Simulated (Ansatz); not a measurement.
Input, command and steps of an Ansatz relaxation.

```yaml
crystal:
  lattice:
    - [2.8936003887, 2.8991466362, 5.6918715413]
    - [-2.902755819, -2.9078650368, 5.7008084567]
    - [8.7999412661, -5.9168870853, 2.8456626271]
  atoms:
    - { symbol: B, position: [0.2215507278, 0.9996826527, 0.5662854171] }
    - { symbol: B, position: [0.3860178386, 0.9958425474, 0.2226401965] }
    - { symbol: B, position: [0.3035677507, 0.4908066234, 0.3893919303] }
    - { symbol: B, position: [0.7985153736, 0.9968515438, 0.3903881637] }
    - { symbol: B, position: [0.8820794927, 0.4959476337, 0.2263712874] }
    - { symbol: Al, position: [0.999752806, 0.995658985, 0.0059629718] }
    - { symbol: Al, position: [0.7062146571, 0.4998502328, 0.5824465008] }
    - { symbol: Ga, position: [0.6086502154, 0.008738171, 0.7927359925] }
    - { symbol: Ga, position: [0.4814012934, 0.5072030058, 0.031833618] }
    - { symbol: Sb, position: [0.5716112773, 0.8984302775, 0.5720284103] }
    - { symbol: Sb, position: [0.5022621824, 0.3950541749, 0.808513119] }
    - { symbol: Sb, position: [0.0158191477, 0.91463863, 0.7642847695] }
    - { symbol: Sb, position: [0.385308879, 0.8973607341, 0.027055482] }
    - { symbol: Sb, position: [0.7531071355, 0.8568624766, 0.2216635027] }
    - { symbol: Sb, position: [0.662900517, 0.3552598803, 0.3833947206] }
    - { symbol: Sb, position: [0.1712005929, 0.8632068074, 0.3952124156] }
    - { symbol: Sb, position: [0.1123223924, 0.3474835332, 0.5603171099] }
    - { symbol: Sb, position: [0.863816423, 0.3853250796, 0.0441042971] }
    - { symbol: Sb, position: [0.2400800383, 0.3606773068, 0.2276606087] }
    - { symbol: Tl, position: [0.088084229, 0.4945633671, 0.7975782848] }
  symmetry: { detect: false }
basis:
  ecutwfc: 420
kpoints:
  mp_grid: { grid: [3, 3, 2] }
hamiltonian:
  xc: pbe
scf:
  occupations: { method: gaussian, width: 0.1 }
  lower_state_search: "off"
output:
  forces: true
  stress: true
  eigenvalues: true
relax:
  adjacent_minimum: "off"
  f_tol: 0.04
  max_steps: 25
  cell: { stress_tol: 0.3 }
```

```bash
ansatz run input.yaml --threads 4 --pin off --max-ram 9216MiB --backend cpu --events-out ev --progress --plain --runs-dir out
```

Computed with Ansatz, DFT PBE, scalar-relativistic, plane waves, PAW.

Of 4 frames 3 are shown, positions in Å and forces in eV/Å; the SCF threshold varies from step to step. Steps run on the plane waves of an earlier cell, with a Pulay correction in the pressure. The basis is chosen afresh for the last frame, the zero of the energies, and at times for earlier ones too; energy and pressure can step there, also at an unchanged geometry. Where two frames share a geometry here, they differ by under 2 meV/atom and 0.3 GPa.

```xyz
20
Lattice="2.8936 2.8991 5.6919 -2.9028 -2.9079 5.7008 8.7999 -5.9169 2.8457" Properties=species:S:1:pos:R:3:forces:R:3 pbc="T T T" step=1 free_energy_over_end_meV_per_atom=2.11 pressure_GPa=-0.13
B     2.7225   -5.6153    8.5715    0.0552   -0.0255    0.0395
B     0.1855   -3.0940    8.5078   -0.0472    0.0229    0.1278
B     2.8803   -2.8511    5.6339   -0.0460    0.0183    0.2042
B     2.8524   -2.8936   11.3388   -0.0319    0.0340    0.1563
B     3.1048   -0.2243    8.4922   -0.0596    0.0656    0.1595
Al    0.0552   -0.0321   11.3835    0.0334    0.0314   -0.0462
Al    5.7181   -2.8523    8.5267   -0.0191   -0.0224    0.0304
Ga    8.7119   -2.9514    5.7700    0.0231    0.0055   -0.0438
Ga    0.2008   -0.2676    5.7221   -0.0427   -0.0137   -0.0156
Sb    4.0799   -4.3400   10.0031    0.0003   -0.0943   -0.0475
Sb    7.4215   -4.4765    7.4117    0.0170    0.0330    0.0176
Sb    4.1165   -7.1360    7.4791    0.0082   -0.0380    0.0195
Sb   -1.2518   -1.6524    7.3858   -0.0221   -0.0109    0.0117
Sb    1.6426   -1.6198    9.8022    0.0060    0.0493   -0.0658
Sb    4.2608   -1.3797    6.8894    0.0667   -0.0806   -0.2103
Sb    1.4676   -4.3522    7.0201    0.0069   -0.0065   -0.2301
Sb    4.2471   -4.0001    4.2147    0.0997   -0.0404   -0.0593
Sb    1.7692    1.1229    7.2389   -0.0033    0.0472    0.0402
Sb    1.6511   -1.6998    4.0705   -0.0199    0.0584   -0.1138
Tl    5.8379   -5.9019    5.5904   -0.0248   -0.0332    0.0258
20
Lattice="2.8374 2.8446 5.7537 -2.8490 -2.8284 5.7515 8.8184 -5.9601 2.8589" Properties=species:S:1:pos:R:3:forces:R:3 pbc="T T T" step=2 free_energy_over_end_meV_per_atom=0.71 pressure_GPa=0.17
B     2.7731   -5.5860    8.6194   -0.0171   -0.0006    0.0330
B     0.2371   -3.0441    8.5830   -0.0323    0.0061    0.1000
B     2.8859   -2.8488    5.6806   -0.0159    0.0270    0.0310
B     2.8654   -2.8722   11.4434   -0.0187   -0.0030    0.0562
B     3.0921   -0.2234    8.5651   -0.0192   -0.0074    0.0743
Al    0.0805    0.0087   11.4631   -0.0225   -0.0346    0.0138
Al    5.6994   -2.8899    8.6028   -0.0099    0.0389    0.0353
Ga    8.7053   -3.0218    5.7883   -0.0112   -0.0327   -0.1082
Ga    0.1951   -0.2427    5.7713    0.0108    0.0408   -0.0354
Sb    4.0846   -4.3512   10.1089    0.0942    0.0957   -0.0952
Sb    7.4271   -4.4922    7.4863    0.0124   -0.0414    0.0890
Sb    4.1724   -7.1224    7.5565   -0.0618    0.0469    0.1238
Sb   -1.2190   -1.6105    7.4724    0.0039    0.0145    0.0172
Sb    1.6636   -1.5881    9.8989    0.0104   -0.0654   -0.1360
Sb    4.2482   -1.4127    6.9500   -0.0109    0.0594    0.0262
Sb    1.5053   -4.3133    7.0584    0.0556   -0.0251    0.0206
Sb    4.2756   -4.0144    4.2662   -0.1134   -0.0532   -0.0610
Sb    1.7463    1.1338    7.3277    0.0231   -0.0252   -0.0070
Sb    1.6584   -1.6708    4.1168    0.0719   -0.0724   -0.0968
Tl    5.8630   -5.9193    5.6501    0.0505    0.0318   -0.0804
20
Lattice="2.8556 2.8598 5.7264 -2.8666 -2.8549 5.7295 8.8250 -5.9575 2.8529" Properties=species:S:1:pos:R:3:forces:R:3 pbc="T T T" step=4 free_energy_over_end_meV_per_atom=0.00 pressure_GPa=0.00
B     2.7609   -5.6041    8.6008    0.0036   -0.0007    0.0026
B     0.2216   -3.0672    8.5559    0.0008   -0.0088    0.0076
B     2.8857   -2.8532    5.6673   -0.0074    0.0021    0.0182
B     2.8652   -2.8840   11.4017    0.0054    0.0020    0.0170
B     3.0968   -0.2273    8.5388   -0.0044   -0.0073    0.0040
Al    0.0735   -0.0126   11.4197    0.0000   -0.0032   -0.0159
Al    5.7105   -2.8813    8.5666   -0.0024    0.0041   -0.0360
Ga    8.7176   -3.0124    5.7609    0.0047    0.0026   -0.0392
Ga    0.2001   -0.2514    5.7432    0.0091   -0.0060   -0.0196
Sb    4.0940   -4.3483   10.0579   -0.0160   -0.0182    0.0013
Sb    7.4404   -4.4922    7.4619   -0.0101   -0.0050    0.0217
Sb    4.1559   -7.1400    7.5343    0.0131    0.0054    0.0151
Sb   -1.2257   -1.6294    7.4358   -0.0003    0.0027   -0.0010
Sb    1.6618   -1.6093    9.8487   -0.0096    0.0025    0.0075
Sb    4.2555   -1.4032    6.9222    0.0078    0.0038   -0.0165
Sb    1.5002   -4.3334    7.0381   -0.0010    0.0028   -0.0036
Sb    4.2653   -4.0194    4.2462    0.0083    0.0193    0.0195
Sb    1.7560    1.1274    7.2942    0.0045   -0.0018    0.0090
Sb    1.6640   -1.6877    4.0930   -0.0010    0.0044    0.0026
Tl    5.8663   -5.9211    5.6256   -0.0053   -0.0007    0.0056
```

Time: 88 s on 4 threads of Arm Neoverse V2, on a shared host, peak memory 1.7 GiB.

The k mesh is coarse. Spin–orbit coupling is left out, which can shift energies with elements as heavy as these.